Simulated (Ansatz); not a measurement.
BaTiO$_{3}$ in space group P4mm (No. 99; Ba on 1b, Ti on 1a, O on 2c, O on 1a), the program Ansatz at the LDA level (PAW). The conduction-band minimum lies at Γ, with 1 equivalent valley. Second derivatives d²E/dk² of the lowest band at one valley (eV·Å²), along Cartesian directions:

```json
[
 {"direction": "[100]", "d²E/dk²": "19.81"},
 {"direction": "[010]", "d²E/dk²": "19.81"},
 {"direction": "[001]", "d²E/dk²": "1.071"},
 {"direction": "[110]", "d²E/dk²": "19.80"},
 {"direction": "[101]", "d²E/dk²": "10.44"},
 {"direction": "[011]", "d²E/dk²": "10.44"}
]
```

Q: Find the principal effective masses, the density-of-states mass and the conductivity mass.

A: Off-diagonal terms follow from H_xy = H[110] − (H_xx + H_yy)/2, and m*/mₑ = 7.620 eV·Å² over each eigenvalue: 0.38, 0.38, 7.1. One valley's DOS mass (m₁m₂m₃)^(1/3) = 1.0, conductivity mass 3/(Σ 1/mᵢ) = 0.56 mₑ.

Q: What effective density of states Nc follows at 300 K for parabolic valleys?

A: Nc = 2.509e19 × 1 × (1.0)^(3/2) ≈ 2.5e19 cm⁻³.

Symmetry was held in the LDA relaxation. At this level the phase is dynamically unstable (imaginary phonons). The run is not spin-polarised. Spin–orbit coupling is left out wherever it is not named.

Potentials: the earlier of the program's two PAW sets. The files were generated under PBE; for other functionals the program regenerates the frozen cores, and for LDA and PBEsol the local potential too.

Edges and masses are those of Kohn–Sham bands, whose gap is no quasiparticle gap.
